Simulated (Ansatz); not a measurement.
# Te4Mo3 (R-3): electronic heat capacity and spin susceptibility from the density of states

Level of theory: Ansatz 0.2.0, DFT PBEsol, scalar-relativistic, plane waves, PAW.

Cutoff 420 eV; k points 6×6×6 on the computed 14-atom cell (Γ-centred); Gaussian smearing, width 0.10 eV; no spin polarisation.

Relaxed cell: R-3, a = 10.106 Å, b = 10.106 Å, c = 11.731 Å, α = 90.00°, β = 90.00°, γ = 120.00°, 14 atoms in the primitive cell.

The density of states at the Fermi level is 4.607 states/eV in the cell of 14 atoms (2 formula units; both spins, tetrahedra on a 9×9×9 mesh). Averaged over bins of 0.1 eV the density runs from 5.0 to 14.2 states/eV within 0.2 eV of the Fermi level, so the figure hangs on the exact place of that level.

Task: What Sommerfeld coefficient and Pauli susceptibility does this give?

Result: Per formula unit N(E_F) = 2.303 states/eV. γ = (π²/3) k_B² N(E_F) N_A = 2.357 mJ/(mol K²) per state/eV, so γ = 5.4 mJ/(mol K²), a mole of formula units. χ_P = μ_B² N(E_F) N_A = 3.23×10⁻⁵ emu/mol per state/eV gives 7.4×10⁻⁵ emu/mol. This is the bare band result: a measured γ of the same phase is as a rule larger by a factor 1 + λ from phonons and spin fluctuations, the spin part of χ is larger by the Stoner factor, and a measured χ also holds orbital and core terms. N(E_F) at one energy is sensitive to the mesh where the density of states has sharp peaks.

Spin-orbit coupling is left out, which matters for the bands of heavy elements.

Cost: 1 run of about 4.6 core-minutes, on Intel Xeon 6975P-C (Granite Rapids) (shared hosts).